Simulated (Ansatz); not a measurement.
Sb (A7 type, space group R-3m)

```
Sb
1.0
    2.16065     1.24745     3.67987
   -2.16065     1.24745     3.67987
    0.00000    -2.49490     3.67987
Sb
2
Cartesian
  0.00000   0.00000   2.60955
  0.00000   0.00000   8.43006
```

This relaxed cell (volume V₀) is scaled evenly in all directions, its shape held. The atoms relax within the cell's symmetry.

The numbers are results of PBE-D3(BJ) (plane waves to 420 eV, PAW, scalar-relativistic; Ansatz, a program for electronic structure), not measurements. k mesh 13×13×13 (Γ-centred), Fermi-Dirac smearing 0.05 eV. E stands for the smeared free energy. Compression counts positive. Sb was relaxed with its symmetry unable to fall. Spin-orbit coupling is left out, though Sb is heavy. The zero of ΔE is the relaxed starting cell.

| V (Å³/atom) | ΔE (meV/atom) | P (GPa) |
|---|---|---|
| 24.994 | 142 | [?] |
| 26.184 | 74 | 7.0 |
| 27.375 | 31 | 4.4 |
| 28.565 | 7 | 2.0 |
| 29.755 | 0 | 0.0 |
| 30.945 | 6 | -1.7 |
| 32.135 | [?] | -3.0 |
| 33.326 | 51 | -4.1 |
| 34.516 | [?] | -4.9 |

Task: What belongs in the gaps?

Result: 
- 24.994, P (GPa): 11.7
- 32.135, ΔE (meV/atom): 24
- 34.516, ΔE (meV/atom): 84

(A scan under strain: stresses follow from slopes of the energy per volume, elastic moduli from its curvatures.)
